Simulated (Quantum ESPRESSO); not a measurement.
## ZnGaAlHfO6 (finding a planted mistake in a log)

Computed values, not a measurement. The program is pw.x of Quantum ESPRESSO 7.5 (plane-wave density functional theory). The cell is made up: 10 atoms on a corundum lattice, with randomly drawn elements, strain and displacements, not relaxed. PseudoDojo standard norm-conserving files (v0.5 for PBE, v0.4.1 for LDA and PBEsol) set the functional; there is no spin polarisation, spin-orbit coupling or dispersion term, and the masses in the input are unused placeholders.

The hafnium pseudopotential is less sure than the others, with forces about 3 percent (worst 6) and pressure in oxides about 1.5 GPa (worst 2.7) from a second method in checks, which no rerun with the same files tests.

Intended input:

```
&control calculation='scf', pseudo_dir='./dojo.nc.sr.pbe.v0_5.standard.upf', outdir='./o', disk_io='medium', tprnfor=.true., tstress=.true. /
&system ibrav=0, nat=10, ntyp=5, nbnd=48, ecutwfc=84.00895049, nosym=.true., tot_charge=0,
 occupations='smearing', smearing='fd', degauss=0.0018374661
/
&electrons conv_thr=7.350e-09, electron_maxstep=60, /
ATOMIC_SPECIES
Al 1.0 Al.upf
Ga 1.0 Ga.upf
Hf 1.0 Hf.upf
O 1.0 O.upf
Zn 1.0 Zn.upf
CELL_PARAMETERS angstrom
2.4957 1.4303 4.6165
-2.5774 1.4473 4.6564
-0.0261 -2.9747 4.6676
ATOMIC_POSITIONS angstrom
Zn 0.0565 -0.2099 4.9337
Ga 0.0394 0.0297 2.1156
Al -0.0833 -0.0407 8.9383
Hf -0.0746 -0.0727 11.8801
O -1.0471 1.3951 8.1643
O -0.8295 -1.5578 8.1724
O 1.8893 0.0024 8.1862
O 0.8801 -1.4465 5.8186
O 0.8277 1.4853 5.7912
O -1.9161 -0.3166 5.851
K_POINTS automatic
5 5 5 1 1 1
```

The log is shortened where brackets say so; the opening notice, blank lines, dates and the lines on written files are dropped, and the path of the files is cut. It prints rydbergs, bohrs and kilobars, and counts compression as positive stress. Where no state is partly filled, the Fermi energy that it prints is only some level between the filled and the empty states on the mesh, and need not lie in the true gap.

Log of the intended run:

```
     Program PWSCF v.7.5
     Parallel version (MPI & OpenMP), running on       1 processor cores
     Number of MPI processes:                 1
     Threads/MPI process:                     1
     [start-up lines left out]
     bravais-lattice index     =            0
     lattice parameter (alat)  =      10.2789  a.u.
     unit-cell volume          =     702.0329 (a.u.)^3
     number of atoms/cell      =           10
     number of atomic types    =            5
     number of electrons       =        84.00
     number of Kohn-Sham states=           48
     kinetic-energy cutoff     =      84.0090  Ry
     charge density cutoff     =     336.0358  Ry
     scf convergence threshold =      7.3E-09
     mixing beta               =       0.7000
     number of iterations used =            8  plain     mixing
     Exchange-correlation= PBE
                           (   1   4   3   4   0   0   0)
     [axes and pseudopotential details left out]
   Cartesian axes
     site n.     atom                  positions (alat units)
         1        Zn     tau(   1) = (   0.0103873  -0.0385893   0.9070413  )
         2        Ga     tau(   2) = (   0.0072435   0.0054602   0.3889447  )
         3        Al     tau(   3) = (  -0.0153144  -0.0074825   1.6432712  )
         4        Hf     tau(   4) = (  -0.0137149  -0.0133656   2.1841095  )
         5        O      tau(   5) = (  -0.1925052   0.2564836   1.5009743  )
         6        O      tau(   6) = (  -0.1525003  -0.2863954   1.5024635  )
         7        O      tau(   7) = (   0.3473404   0.0004412   1.5050006  )
         8        O      tau(   8) = (   0.1618029  -0.2659333   1.0697267  )
         9        O      tau(   9) = (   0.1521694   0.2730665   1.0646893  )
        10        O      tau(  10) = (  -0.3522674  -0.0582057   1.0756833  )
     number of k points=    63  Fermi-Dirac smearing, width (Ry)=  0.0018
                       cart. coord. in units 2pi/alat
        k(    1) = (   0.0009235   0.0008293   0.1170675), wk =   0.0320000
        k(    2) = (   0.0006996  -0.2451189   0.1933891), wk =   0.0320000
     [further k points left out]
     Dense  grid:    72985 G-vectors     FFT dimensions: (  60,  64,  64)
     Estimated max dynamical RAM per process >     130.60 MB
     Initial potential from superposition of free atoms
     starting charge      83.9929, renormalised to      84.0000
     Starting wfcs are   57 randomized atomic wfcs
     total cpu time spent up to now is       22.0 secs
     per-process dynamical memory:    98.5 Mb
     Self-consistent Calculation
     iteration #  1     ecut=    84.01 Ry     beta= 0.70
     Davidson diagonalization with overlap
     ethr =  1.00E-02,  avg # of iterations =  2.1
     total cpu time spent up to now is       80.1 secs
     total energy              =    -886.43785777 Ry
     estimated scf accuracy    <       2.55198124 Ry
     iteration #  2     ecut=    84.01 Ry     beta= 0.70
     Davidson diagonalization with overlap
     ethr =  3.04E-03,  avg # of iterations =  3.0
     total cpu time spent up to now is      141.1 secs
     total energy              =    -887.07465930 Ry
     estimated scf accuracy    <       2.76059427 Ry
     [iterations 3 to 10 left out]
     iteration # 11     ecut=    84.01 Ry     beta= 0.70
     Davidson diagonalization with overlap
     ethr =  1.12E-10,  avg # of iterations =  2.0
     total cpu time spent up to now is      617.0 secs
     total energy              =    -887.61018039 Ry
     estimated scf accuracy    <          8.2E-09 Ry
     iteration # 12     ecut=    84.01 Ry     beta= 0.70
     Davidson diagonalization with overlap
     ethr =  9.81E-12,  avg # of iterations =  2.4
     total cpu time spent up to now is      675.7 secs
     End of self-consistent calculation
     [lines on levels left out]
     the Fermi energy is    12.1683 ev
!    total energy              =    -887.61018040 Ry
     estimated scf accuracy    <          2.4E-09 Ry
     smearing contrib. (-TS)   =       0.00000000 Ry
     internal energy E=F+TS    =    -887.61018040 Ry
     The total energy is F=E-TS. E is the sum of the following terms:
     one-electron contribution =    -478.72482250 Ry
     hartree contribution      =     293.25318959 Ry
     xc contribution           =    -168.69151688 Ry
     ewald contribution        =    -533.44703060 Ry
     convergence has been achieved in  12 iterations
     Forces acting on atoms (cartesian axes, Ry/au):
     atom    1 type  5   force =    -0.08407851    0.14989624    0.00468860
     atom    2 type  2   force =    -0.02620695   -0.02360989   -0.05928475
     atom    3 type  1   force =     0.03038738   -0.00671499    0.04878641
     atom    4 type  3   force =    -0.00404186   -0.07896033   -0.02084022
     atom    5 type  4   force =     0.03992761   -0.05212199   -0.02612479
     atom    6 type  4   force =     0.07783126    0.01870777    0.02663522
     atom    7 type  4   force =    -0.14777301    0.06652378    0.01661124
     atom    8 type  4   force =     0.09768659   -0.17763260    0.09470275
     atom    9 type  4   force =    -0.01236740    0.02880194    0.00532249
     atom   10 type  4   force =     0.02863489    0.07511007   -0.09049695
     Total force =     0.385653     Total SCF correction =     0.000162
     Computing stress (Cartesian axis) and pressure
          total   stress  (Ry/bohr**3)                   (kbar)     P=      134.04
   0.00092681  -0.00000888   0.00009200          136.34       -1.31       13.53
  -0.00000888   0.00101198  -0.00022731           -1.31      148.87      -33.44
   0.00009200  -0.00022731   0.00079485           13.53      -33.44      116.93
     init_run     :     20.80s CPU     21.90s WALL (       1 calls)
     electrons    :    620.69s CPU    653.65s WALL (       1 calls)
     forces       :      6.69s CPU      6.78s WALL (       1 calls)
     stress       :     25.25s CPU     25.44s WALL (       1 calls)
     [timing details left out]
     PWSCF        :  11m13.67s CPU  11m50.31s WALL
     JOB DONE.
```

A second run was made from an input with one planted mistake. Its log:

```
     Program PWSCF v.7.5
     Parallel version (MPI & OpenMP), running on       4 processor cores
     Number of MPI processes:                 4
     Threads/MPI process:                     1
     [start-up lines left out]
     bravais-lattice index     =            0
     lattice parameter (alat)  =      10.2789  a.u.
     unit-cell volume          =     702.0329 (a.u.)^3
     number of atoms/cell      =           10
     number of atomic types    =            5
     number of electrons       =        84.00
     number of Kohn-Sham states=           48
     kinetic-energy cutoff     =      84.0090  Ry
     charge density cutoff     =     336.0358  Ry
     scf convergence threshold =      7.3E-09
     mixing beta               =       0.7000
     number of iterations used =            8  plain     mixing
     Exchange-correlation= PBESOL
                           (   1   4  10   8   0   0   0)
     [axes and pseudopotential details left out]
   Cartesian axes
     site n.     atom                  positions (alat units)
         1        Zn     tau(   1) = (   0.0103873  -0.0385893   0.9070413  )
         2        Ga     tau(   2) = (   0.0072435   0.0054602   0.3889447  )
         3        Al     tau(   3) = (  -0.0153144  -0.0074825   1.6432712  )
         4        Hf     tau(   4) = (  -0.0137149  -0.0133656   2.1841095  )
         5        O      tau(   5) = (  -0.1925052   0.2564836   1.5009743  )
         6        O      tau(   6) = (  -0.1525003  -0.2863954   1.5024635  )
         7        O      tau(   7) = (   0.3473404   0.0004412   1.5050006  )
         8        O      tau(   8) = (   0.1618029  -0.2659333   1.0697267  )
         9        O      tau(   9) = (   0.1521694   0.2730665   1.0646893  )
        10        O      tau(  10) = (  -0.3522674  -0.0582057   1.0756833  )
     number of k points=    63  Fermi-Dirac smearing, width (Ry)=  0.0018
                       cart. coord. in units 2pi/alat
        k(    1) = (   0.0009235   0.0008293   0.1170675), wk =   0.0320000
        k(    2) = (   0.0006996  -0.2451189   0.1933891), wk =   0.0320000
     [further k points left out]
     Dense  grid:    72985 G-vectors     FFT dimensions: (  60,  64,  64)
     Estimated max dynamical RAM per process >     237.57 MB
     Estimated total dynamical RAM >     896.83 MB
     Initial potential from superposition of free atoms
     starting charge      83.9934, renormalised to      84.0000
     Starting wfcs are   57 randomized atomic wfcs
     total cpu time spent up to now is        5.0 secs
     per-process dynamical memory:   185.0 Mb
     Self-consistent Calculation
     iteration #  1     ecut=    84.01 Ry     beta= 0.70
     Davidson diagonalization with overlap
     ethr =  1.00E-02,  avg # of iterations =  2.1
     total cpu time spent up to now is       14.0 secs
     total energy              =    -885.40036243 Ry
     estimated scf accuracy    <       2.34744198 Ry
     iteration #  2     ecut=    84.01 Ry     beta= 0.70
     Davidson diagonalization with overlap
     ethr =  2.79E-03,  avg # of iterations =  3.0
     total cpu time spent up to now is       23.4 secs
     total energy              =    -885.98797405 Ry
     estimated scf accuracy    <       2.60745105 Ry
     [iterations 3 to 9 left out]
     iteration # 10     ecut=    84.01 Ry     beta= 0.70
     Davidson diagonalization with overlap
     ethr =  5.66E-10,  avg # of iterations =  2.0
     total cpu time spent up to now is       94.6 secs
     total energy              =    -886.49003071 Ry
     estimated scf accuracy    <       0.00000009 Ry
     iteration # 11     ecut=    84.01 Ry     beta= 0.70
     Davidson diagonalization with overlap
     ethr =  1.10E-10,  avg # of iterations =  2.0
     total cpu time spent up to now is      102.8 secs
     End of self-consistent calculation
     [lines on levels left out]
     the Fermi energy is    11.9201 ev
!    total energy              =    -886.49003073 Ry
     estimated scf accuracy    <          4.9E-09 Ry
     smearing contrib. (-TS)   =       0.00000000 Ry
     internal energy E=F+TS    =    -886.49003073 Ry
     The total energy is F=E-TS. E is the sum of the following terms:
     one-electron contribution =    -478.64988094 Ry
     hartree contribution      =     292.37180351 Ry
     xc contribution           =    -166.76492269 Ry
     ewald contribution        =    -533.44703060 Ry
     convergence has been achieved in  11 iterations
     Forces acting on atoms (cartesian axes, Ry/au):
     atom    1 type  5   force =    -0.07844233    0.14188705    0.00394753
     atom    2 type  2   force =    -0.02644397   -0.02244326   -0.05707298
     atom    3 type  1   force =     0.02990229   -0.00655071    0.04972105
     atom    4 type  3   force =    -0.00256615   -0.07430814   -0.02277143
     atom    5 type  4   force =     0.03534223   -0.04610914   -0.02835151
     atom    6 type  4   force =     0.07105381    0.01480436    0.02119331
     atom    7 type  4   force =    -0.13833674    0.06447630    0.01435978
     atom    8 type  4   force =     0.09554560   -0.17105679    0.09375548
     atom    9 type  4   force =    -0.01221016    0.02936685    0.00852989
     atom   10 type  4   force =     0.02615543    0.06993349   -0.08331112
     Total force =     0.366596     Total SCF correction =     0.000194
     Computing stress (Cartesian axis) and pressure
          total   stress  (Ry/bohr**3)                   (kbar)     P=       63.25
   0.00044639  -0.00000808   0.00007456           65.67       -1.19       10.97
  -0.00000808   0.00052259  -0.00021690           -1.19       76.88      -31.91
   0.00007456  -0.00021690   0.00032093           10.97      -31.91       47.21
     init_run     :      4.74s CPU      4.88s WALL (       1 calls)
     electrons    :     97.60s CPU     97.87s WALL (       1 calls)
     forces       :      1.28s CPU      1.30s WALL (       1 calls)
     stress       :      4.44s CPU      4.44s WALL (       1 calls)
     [timing details left out]
     PWSCF        :   1m48.21s CPU   1m48.67s WALL
     JOB DONE.
```

Question: what was wrong in the second input?

Answer: the files are those of another functional. The input lines that differ, file-writing options aside:

```
- &control calculation='scf', pseudo_dir='./dojo.nc.sr.pbe.v0_5.standard.upf', outdir='./o', disk_io='medium', tprnfor=.true., tstress=.true. /
+ &control calculation='scf', pseudo_dir='./dojo.nc.sr.pbesol.v0_4_1.standard.upf', outdir='./o', disk_io='low', tprnfor=.true., tstress=.true. /
```

|  | intended run | run with the mistake |
| --- | --- | --- |
| free energy (eV) | -12076.552 | -12061.311 |
| smearing term -TS (eV) | 0.0000 | 0.0000 |
| pressure (GPa) | 13.40 | 6.33 |
| largest force component (eV/Å) | 4.567 | 4.398 |
| largest change of a force component (eV/Å) |  | 0.243 |
| iterations | 12 | 11 |

For scale, a rerun of the intended cell at 1437 eV and a 7 x 7 x 7 mesh moved values by no more than 0.003 eV in energy, 0.04 GPa in stress and 0.002 eV/Å in force. Files of another functional have another zero of energy, so the energy change says nothing on stability.